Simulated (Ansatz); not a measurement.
# Profile along the Ir–Ir line in Ir (fcc, Cu type)

Ir (fcc, Cu type), conventional cell a = 3.871 Å, b = 3.871 Å, c = 3.871 Å, α = 90.00°, β = 90.00°, γ = 90.00°. The calculation uses the primitive cell of 1 atom, to which meshes and values per cell refer.

Fields along a shortest Ir–Ir line of a {111} plane (2.74 Å), from Ir to Ir, interpolated on the slice's grid (step about 0.2 Å). The numbers are results of PBE (plane waves to 420 eV, PAW, scalar-relativistic; Ansatz, a quantum-chemistry and plane-wave program), not measurements. k mesh 21×21×21. Inside the PAW spheres the values are not all-electron values, and peaks at nuclei hang on which shells count as valence. Ir is run without spin polarisation. Ir was relaxed with its symmetry unable to fall. Spin-orbit coupling is left out, though Ir is heavy.

| distance from Ir (Å) | valence electron density (e/Å³) | electron localisation function |
|---|---|---|
| 0.00 | 8.93 | x |
| 0.14 | 9.00 | x |
| 0.27 | 8.81 | x |
| 0.41 | 7.70 | x |
| 0.55 | 5.68 | 0.67 |
| 0.69 | 3.47 | 0.60 |
| 0.82 | 1.81 | 0.46 |
| 0.96 | 0.96 | 0.33 |
| 1.10 | 0.61 | 0.29 |
| 1.23 | 0.47 | 0.33 |
| 1.37 | 0.43 | 0.36 |
| 1.51 | 0.47 | 0.33 |
| 1.64 | 0.61 | 0.29 |
| 1.78 | 0.96 | 0.33 |
| 1.92 | 1.81 | 0.46 |
| 2.06 | 3.47 | 0.60 |
| 2.19 | 5.68 | 0.67 |
| 2.33 | 7.70 | x |
| 2.47 | 8.81 | x |
| 2.60 | 9.00 | x |
| 2.74 | 8.93 | x |

x: too close to a nucleus for the ELF to mean much.

Density on the Ir–Ir line (2.74 Å) at its midpoint: 0.43 e/Å³. ELF at that point: 0.36.
